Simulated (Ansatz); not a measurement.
Relaxed-ion elastic tensor of TiAl in space group P-6m2 (No. 187; Ti on 1a, Al on 1d) in GPa (Voigt order), the program Ansatz at the PBEsol level (PAW); density 3.83 g/cm³, 16.23 Å³ per atom.

```
 142   106  68.9   0.0   0.0   0.0
 106   142  68.9   0.0   0.0   0.0
68.9  68.9   239   0.0   0.0   0.0
 0.0   0.0   0.0  75.0   0.0   0.0
 0.0   0.0   0.0   0.0  75.0   0.0
 0.0   0.0   0.0   0.0   0.0  17.9
```

Question: Is the crystal mechanically stable?

Answer: Yes: the smallest eigenvalue of C is 17.9 GPa.

Question: Work out the Voigt, Reuss and Hill averages.

Answer: K_V = 112, K_R = 111, K_H = 112; G_V = 52.2, G_R = 32.9, G_H = 42.5 GPa.

Question: Give Young's modulus, Poisson's ratio, Pugh's ratio and the universal anisotropy index.

Answer: E = 9KG/(3K + G) = 113 GPa; ν = 0.33; K/G = 2.62 (ductile by the Pugh limit of 1.75); A_U = 5G_V/G_R + K_V/K_R − 6 = 2.95.

Question: Estimate the sound speeds and the Debye temperature.

Answer: v_l = √((K + 4G/3)/ρ) = 6630 m/s, v_t = √(G/ρ) = 3330 m/s, mean 3740 m/s; Θ = (h/k)(3n/4πV)^(1/3) v_m = 440 K.

Question: How much does each axis shrink under pressure?

Answer: Linear compressibilities β_i = Σ_j S_ij (j = 1 to 3): x 3.4, y 3.4, z 2.2 per TPa.

The first step of the workflow began from a Materials Project structure, measured or hypothetical; the Crystallography Open Database copy checked does not list it. With Ti and Al taken as one species the cell has the higher symmetry P6_3/mmc, so it may be an ordered model of a mixed-site phase. It is not the phase usual at ambient conditions (space group No. 123). The cell was relaxed with PBEsol under the symmetry of its start; its stability against distortions is not shown here. The run is not spin-polarised. As this level gives no gap, shear constants depend on the k-mesh and smearing (Fermi–Dirac, 0.1 eV here).

Potentials: the earlier of the program's two PAW sets. The files were generated under PBE; for other functionals the program regenerates the frozen cores, and for LDA and PBEsol the local potential too.
